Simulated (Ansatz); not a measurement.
Relaxed-ion elastic tensor of AlGaAs2 in space group P-4m2 (No. 115; Ga on 1a, As on 2g, Al on 1c) in GPa (Voigt order), PBEsol in the plane-wave PAW code Ansatz; density 4.50 g/cm³, 22.76 Å³ per atom.

```
 134  26.9  51.9   0.0   0.0   0.0
26.9   134  51.9   0.0   0.0   0.0
51.9  51.9   108   0.0   0.0   0.0
 0.0   0.0   0.0  52.7   0.0   0.0
 0.0   0.0   0.0   0.0  52.7   0.0
 0.0   0.0   0.0   0.0   0.0  28.4
```

Q: Is the crystal mechanically stable?

A: Yes: the smallest eigenvalue of C is 28.4 GPa.

Q: Work out the Voigt, Reuss and Hill averages.

A: K_V = 70.8, K_R = 70.8, K_H = 70.8; G_V = 43.1, G_R = 39.3, G_H = 41.2 GPa.

Q: Give Young's modulus, Poisson's ratio, Pugh's ratio and the universal anisotropy index.

A: E = 9KG/(3K + G) = 104 GPa; ν = 0.26; K/G = 1.72 (near the Pugh limit of 1.75, no verdict); A_U = 5G_V/G_R + K_V/K_R − 6 = 0.48.

Q: Estimate the sound speeds and the Debye temperature.

A: v_l = √((K + 4G/3)/ρ) = 5290 m/s, v_t = √(G/ρ) = 3030 m/s, mean 3360 m/s; Θ = (h/k)(3n/4πV)^(1/3) v_m = 353 K.

Q: Solve the Christoffel equation for the three sound speeds along x, y, z.

A: Eigenvalues of C_ijkl n_j n_l equal ρv² (piezoelectric stiffening left out). In km/s, slowest first: x 2.51, 3.42, 5.46; y 2.51, 3.42, 5.46; z 3.42, 3.42, 4.91.

Q: How much does each axis shrink under pressure?

A: Linear compressibilities β_i = Σ_j S_ij (j = 1 to 3): x 4.7, y 4.7, z 4.7 per TPa.

The start of the workflow was typed in or built on a structure type; neither database checked (COD, Materials Project) lists it. Its standing as an ambient phase is unchecked. The cell was relaxed with PBEsol under the symmetry of its start; whether a distortion lowers the energy is not shown.

Potentials: the later of the program's two PAW sets.
